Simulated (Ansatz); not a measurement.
Ansatz input

```yaml
crystal:
  lattice:
    - [4.2639966102, 0.0, 0.0]
    - [-2.1319983051, 3.6927293861, 0.0]
    - [0.0, 0.0, 2.5364834933]
  atoms:
    - { symbol: Pd, position: [0.0, 0.0, 0.0] }
    - { symbol: Pd, position: [0.3333333333, 0.6666666667, 0.5] }
    - { symbol: Pd, position: [0.6666666667, 0.3333333333, 0.5] }
hamiltonian:
  xc: lda
  pseudopotentials:
    kind: paw
    azcp:
      Pd: "pseudopotentials/Pd.paw.azcp"
basis:
  ecutwfc: 420
  fft_grid_basis: typed
kpoints:
  mp_grid: { grid: [9, 9, 14], shift: [0, 0, 0] }
magnetization:
  spin_polarized: false
scf:
  occupations: { method: fermi_dirac, width: 0.1 }
  lower_state_search: "off"
output:
  stress: true
```

Output

```
Warning: the record states the generating functional pbe (its physics header spells it `PBE`), which answers neither for hamiltonian.xc's functional nor for the lda family's — results may be inconsistent (PPs are generated against a specific XC)
Engine: ansatz 0.2.0, aarch64-unknown-linux-gnu
Pseudopotentials: kind: paw
Pseudopotential: Pd, paw, valence charge 18, recommended cutoff 420 eV (normal) 
Functional definition: SPW92
  exchange = slater_x
  correlation = pw_c
Crystal: 3 atoms, lattice volume = 39.939 Å³
Basis set: ecut = 420 eV, 783 PW (Γ)
Bands: 31, of which v1, the nominal top of the filled ones, is band 27 counted from 1 (26 counted from 0)
Symmetry: 24 space group operations
Space group: P6/mmm (ITA 191), of the structure as read, at distance tolerance 3.4e-5 Å
k-points: 96 of 1134
Non-local potential: Pd, projectors of the file, l = 0: 2, l = 1: 2, l = 2: 2, l = 3: 1
PAW form: soft (Blöchl's): semilocal exchange-correlation on the pseudo side does not see the compensation charge
PAW frozen core: Pd, regenerated for the run's functional, and the local potential with it (the file was generated under x = pbe(κ = 0.804, μ = 0.2195149727645171), c = pbe(β = 0.06672455060314922))
PAW one-centre angular grid: Pd, 590 points (default); XC on 64 Gauss nodes
Initial density: superposition of atomic densities (neutral atoms: chi_scale 0, normalization atom), corrected by the library's trained network
Initial wavefunctions: pseudopotential atomic-orbital guess
Functional: x = slater, c = lda
SCF iter   1: F=—  HF=-20533.237016 eV  |F-HF|=—  |Δ(HF+E_count)|=         —  Δρ=1.35e-2  dr2=5.14e-2  ethr=1.77e-3  ⟨swp⟩=5.3  Hψ=11511  notcnv=0
SCF iter   2: F=—  HF=-20533.227469 eV  |F-HF|=—  |Δ(HF+E_count)|=   9.55e-3  Δρ=6.78e-3  dr2=1.58e-2  ethr=9.52e-5  ⟨swp⟩=1.2  Hψ=3884  notcnv=0
SCF iter   3: F=—  HF=-20533.223926 eV  |F-HF|=—  |Δ(HF+E_count)|=   3.54e-3  Δρ=8.65e-4  dr2=2.94e-4  ethr=2.93e-5  ⟨swp⟩=2.5  Hψ=4208  notcnv=0
SCF iter   4: F=—  HF=-20533.223869 eV  |F-HF|=—  |Δ(HF+E_count)|=   5.72e-5  Δρ=2.64e-4  dr2=3.27e-5  ethr=5.44e-7  ⟨swp⟩=2.0  Hψ=4509  notcnv=0
SCF iter   5: F=—  HF=-20533.223861 eV  |F-HF|=—  |Δ(HF+E_count)|=   8.23e-6  Δρ=4.66e-5  dr2=3.72e-7  ethr=6.06e-8  ⟨swp⟩=1.7  Hψ=3906  notcnv=0
SCF iter   6: F=-20533.223861 eV  HF=-20533.223861 eV  |F-HF|=6.23e-8  |Δ(HF+E_count)|=   5.37e-8  Δρ=1.41e-5  dr2=6.82e-8  ethr=1.85e-10  ⟨swp⟩=4.0  Hψ=10089  notcnv=0
SCF 1 converged in 6 iterations: F = -20533.223861 eV  dr2 = 6.82e-8
SCF converged after 6 iterations
Free energy (F): -20533.223861 eV
Harris-Foulkes:  -20533.223861 eV  (|F-HF|=6.23e-8)
Internal energy: -20533.066171 eV  (E = F + TS)
E sigma→0 (E₀):  -20533.145016 eV
Entropy (-TS):   -0.157690 eV (-52.563 meV/atom)
Fermi energy:    22.374517 eV
--- Per-component energies (eV) ---
  E_band       = -291.108519
  E_kinetic    = 1551.204143
  E_local      = -4851.873335  (includes V_loc(G=0)·N_el)
  E_nonlocal   = 669.045305
  E_hartree    = 1988.654314
  E_xc         = -507.426267
  E_vxc        = -639.737459  (∫ρ·V_xc dr)
  E_paw        = -10869.305217  (= ΣΔE_a)
  E_vpaw       = -997.061829  (= ΣTr[D̂ρ^β])
  E_aug_tail   = 0.000621  (compensation charges beyond the density's cutoff)
  E_ewald      = -8515.407937
  E_core_change = 2.042201  (= ΣΔE_core)
  E_smearing   = -0.157690  (= −TS)
  E_closure    = -0.000000  (closes the sum)
  Σ components = -20533.223861   (vs F -20533.223861, Δ=0.00e0)
--- Stress (GPa, compression-positive) ---
       22.255449       0.000000       0.000000
       -0.000000      22.255449       0.000000
        0.000000       0.000000      23.008301
  P = ⅓ Tr σ = 22.5064 GPa (225.064 kbar)
```
